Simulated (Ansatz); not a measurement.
Polymorphs of Nb$_{2}$N, each relaxed with PBEsol in the plane-wave PAW code Ansatz:

A: P-31m
a = b = 5.266 Å, c = 4.945 Å, α = β = 90.00°, γ = 120.00°

```tsv
atom	site	symmetry	x	y	z
Nb	6k	..m	0.3336	0.3336	0.2489
N	2d	3.2	0.3333	0.6667	0.5000
N	1a	-3.m	0.0000	0.0000	0.0000
```

B: anti-CdI2 type (P-3m1)
a = b = 3.1154 Å, c = 4.7979 Å, α = β = 90.00°, γ = 120.00°

```tsv
atom	site	symmetry	x	y	z
Nb	2d	3m.	0.6667	0.3333	0.2542
N	1b	-3m.	0.0000	0.0000	0.5000
```

Question: Put the candidates in order of energy per atom at 0 K, lowest first, for PBEsol.

Answer: A (+0 meV/atom), B (+128 meV/atom)

Standing as an ambient phase not checked: A; B. All cells were relaxed under the symmetry of their starts (and spin orders); stability against distortions was not tested throughout. Rows with no word on spin ran without spin polarisation. Spin–orbit coupling is left out wherever it is not named.

Energies hold the estimated change up to a 700 eV cutoff; steps of a few meV lie near the error of the meshes.

Potentials: the later of the program's two PAW sets.
